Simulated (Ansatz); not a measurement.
All numbers below come from DFT PBE, scalar-relativistic, plane waves, PAW (Ansatz). Settings: cutoff 420 eV, Γ-centred meshes spaced at most about 0.3 Å⁻¹, and about 0.25 Å⁻¹ or finer for metals (2π included), Gaussian smearing. No spin polarisation in the final relaxations.

Temperature and zero-point effects are left out.

Two relaxed structures of Y2LuN3:

A. Space group P-3m1 (No. 164), trigonal, a = 3.435 Å, c = 8.416 Å. Y is surrounded by 6 N at 2.44 Å, 3 Lu at 3.42 Å and 9 Y at 3.44–3.47 Å; around Lu lie 6 N at 2.41 Å, 6 Y at 3.42 Å and 6 Lu at 3.44 Å; around N on a site of symmetry 3m lie 3 Lu at 2.41 Å and 3 Y at 2.44 Å; N on a site of symmetry -3m has 6 Y at 2.44 Å.

B. Space group P-4m2 (No. 115), tetragonal, a = 3.329 Å, c = 9.225 Å. Y is surrounded by 5 N at 2.34–2.36 Å, 8 Y at 3.33–3.40 Å, 2 Lu at 3.78 Å and 2 N at 3.78 Å; Lu is surrounded by 4 N at 2.35 Å, 4 Lu at 3.33 Å and 4 Y at 3.78 Å; N on a site of symmetry -4m2 is surrounded by 4 Lu at 2.35 Å; N on a site of symmetry 2mm is surrounded by 5 Y at 2.34–2.36 Å.

Question: Which form is favoured at zero pressure, and by what margin per atom?

Answer: A is lower, by 0.51 eV/atom. A has Y and Lu ordered on rock salt sites, space group P-3m1 (No. 164), 14.3 Å³/atom and a gap of 0.11 eV on its mesh; B has space group P-4m2 (No. 115), 17.0 Å³/atom and no gap. Counting N atoms around Lu and Y (those within 1.25 times the shortest such distance or 1.15 times the sum of covalent radii, 1.27 where that leaves under three), A has Y 6, Lu 6 and B has Y 5, Lu 4. The denser one is the lower, and pressure would at first widen the difference. Both come from invented guesses.

Kohn–Sham gaps at this level usually fall short of measured ones. The zero gap of P-4m2 may come from the functional, which often closes small gaps, or the cell may be a true semimetal. Cells relaxed within their symmetry can be saddle points.
